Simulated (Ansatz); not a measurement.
According to PBEsol (plane waves, PAW; program Ansatz), Sn in the β-Sn type structure (I4_1/amd) relaxes to a = 5.857 Å, c = 3.135 Å.

Electronic character: metallic (no gap).

The PBEsol relaxation kept the symmetry of its start. Axis ratios of metals converge slowly with the k-mesh, so a and c are less sure than the volume. Spin–orbit coupling is left out wherever it is not named.

Potentials: the earlier of the program's two PAW sets. The files were generated under PBE; for other functionals the program regenerates the frozen cores, and for LDA and PBEsol the local potential too.
